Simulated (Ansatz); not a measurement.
**Calculated ¹⁷⁹Hf nuclear quadrupole resonance for HfO2 under strain**

Cell: a structure deposited in the COD, relaxed with PBE at fixed cell and then changed (z compressed by 1 %, ions relaxed).

```
CELL_PARAMETERS angstrom
0.00000 2.55750 2.53193
2.55750 0.00000 2.53193
2.55750 2.55750 0.00000
ATOMIC_POSITIONS crystal
Hf 0.00000 0.00000 0.00000
O 0.25000 0.25000 0.25000
O 0.75000 0.75000 0.75000
```

Atoms are numbered from 1 in the order listed; like atoms form one site, named after its first atom.

Computed with Ansatz: DFT, PBE, plane waves and PAW, scalar-relativistic, 420 eV cutoff, Γ-centred 10×10×10 k-points, Fermi–Dirac smearing 0.02 eV.

¹⁷⁹Hf: I = 9/2, Q = 3793 mb (year-2017 value). Static lattice, zero field.

Problem. At which frequencies do the ¹⁷⁹Hf NQR lines lie?

Solution. For I = 9/2 and η = 0 the lines are |C_Q|/24 times 1, 2, 3 and 4; η shifts the lowest up most.

| site | atoms | V_zz (10²¹ V/m²) | C_Q (MHz) | η | line frequencies (MHz) |
| --- | --- | --- | --- | --- | --- |
| Hf | 1 | 1.21 | 111 | 0.00 | 4.64, 9.28, 13.9, 18.6 |

Problem. And for Hf-177 (I = 7/2, Q = 3365 mb) on Hf?

Solution. C_Q scales with Q to 98.8 MHz, with lines at 7.06, 14.1, 21.2 MHz.

An axis of threefold or higher order runs through Hf, so V_zz lies along it and η is zero.

Without spin–orbit coupling the gradients at and beside Hf can be off by some per cent, at some sites by more.

The relaxation (1 step) took 6.1 s of wall time (6 s of CPU time) and 0.5 GiB at its peak, on 1 thread of Intel Xeon Platinum 8488C (Sapphire Rapids) (x86_64; 16 cores open to the job, memory cap 3.0 GiB, no GPU), a shared host with a load of 0.3 a core.
